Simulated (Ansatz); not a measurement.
Zr2Ga:
```cif
data_Ga2Zr4
_chemical_formula_sum 'Zr4 Ga2'
_space_group_name_H-M_alt 'P 1'
_space_group_IT_number 1
_cell_length_a 5.46500
_cell_length_b 5.46500
_cell_length_c 5.46500
_cell_angle_alpha 104.322
_cell_angle_beta 104.322
_cell_angle_gamma 120.348
loop_
_space_group_symop_operation_xyz
  'x, y, z'
loop_
_atom_site_label
_atom_site_type_symbol
_atom_site_fract_x
_atom_site_fract_y
_atom_site_fract_z
_atom_site_occupancy
Zr1 Zr 0.65385 0.15385 0.80770 1
Zr2 Zr 0.34615 0.84615 0.19230 1
Zr3 Zr 0.15385 0.34615 0.50000 1
Zr4 Zr 0.84615 0.65385 0.50000 1
Ga1 Ga 0.25000 0.25000 0.00000 1
Ga2 Ga 0.75000 0.75000 0.00000 1
```

This is the r²SCAN-relaxed structure.

Question: All from the program Ansatz at the r²SCAN level (PAW), unless another level is named. Predict the formation energy from the elements (no fitted shifts).

Answer: -0.54 eV/atom.

Question: And the density of states at the Fermi level?

Answer: 0.85 states/eV per atom (mean over ±0.08 eV).

Space group I4/mcm. The workflow started from a Materials Project entry (that database holds measured and hypothetical structures alike); the Crystallography Open Database files this formula in space group No. 140, but the cells were not matched. Whether it is the stable phase at ambient conditions was not checked. Symmetry was held in the r²SCAN relaxation; whether a distortion lowers the energy is not shown. The run is not spin-polarised. The references are the lowest solids computed at this level, not always the standard phases. Scalar-relativistic: spin–orbit coupling is off unless named, which matters more the heavier the elements.

Potentials: the earlier of the program's two PAW sets.
